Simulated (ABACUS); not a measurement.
**How a calculation on a (100) slab of Au (cut from a parent of space group no. 225; 6 atoms in the cell) responds to its settings**

```xyz
6
Lattice="2.9495 0.0000 0.0000 -2.9495 2.9495 0.0000 0.0000 0.0000 20.4282" Properties=species:S:1:pos:R:3 pbc="T T T"
Au     0.0000     0.0000     7.0856
Au     1.4748     1.4748     5.0000
Au     0.0000     0.0000    11.2569
Au     1.4748     1.4748     9.1713
Au     0.0000     0.0000    15.4282
Au     1.4748     1.4748    13.3426
```

Base run A: PBE, numerical atomic orbitals DZP (confined pseudo-atomic orbitals with Gaussian additions; energy shift 0.003 Ry), PseudoDojo 0.5 standard norm-conserving PBE (tails mended) pseudopotentials (ABACUS), self-consistent single point.

Its settings: basis = DZP numerical atomic orbitals, energy shift 0.003 Ry; KPT = MP 7 7 1 0 0 0; basis_type = lcao; dft_functional = PBE; ecutwfc = 100 Ry; smearing_method = fd; smearing_sigma = 0.00734986 Ry; potentials = PseudoDojo 0.5 standard norm-conserving PBE (tails mended); symmetry = 1; symmetry_prec = 1e-05; ks_solver = genelpa; scf_nmax = 100; scf_thr = 1.0e-07; mixing_type = broyden; mixing_beta = 0.7.

The atom-centred basis is finite, which shifts total energies against plane waves. No clean gap shows at this smearing width and mesh (spacing up to 0.43 Å⁻¹); the mesh is coarse for partly filled bands, so the values carry mesh errors.

ΔF is the free energy per atom less that of run A. 

```json
[
 {"run": "A", "change": "base", "ΔF (meV/atom)": "0.00", "k-points": "10"},
 {"run": "B", "change": "atom 2 moved by -0.15 angstrom along x", "ΔF (meV/atom)": "1.71", "k-points": "16"},
 {"run": "C", "change": "atom 2 moved by -0.08 angstrom along x", "ΔF (meV/atom)": "0.47", "k-points": "16"},
 {"run": "D", "change": "atom 2 moved by -0.04 angstrom along x", "ΔF (meV/atom)": "0.12", "k-points": "16"},
 {"run": "E", "change": "atom 2 moved by +0.04 angstrom along x", "ΔF (meV/atom)": "0.12", "k-points": "16"},
 {"run": "F", "change": "atom 2 moved by +0.08 angstrom along x", "ΔF (meV/atom)": "0.47", "k-points": "16"},
 {"run": "G", "change": "atom 2 moved by +0.15 angstrom along x", "ΔF (meV/atom)": "1.71", "k-points": "16"}
]
```

Run B against A: The free energy rises by 1.7 meV/atom.

Run E against A: The free energy hardly moves (within 1 meV/atom).

Run C against A: The free energy hardly moves (within 1 meV/atom).

Small differences between rows can be mesh errors.

The atomic orbitals were generated for these runs; they are not ABACUS's published sets and were checked against plane waves on a few crystals only.

“Tails mended”: in these copies of the files the far tail of each local potential was reset to the Coulomb form.
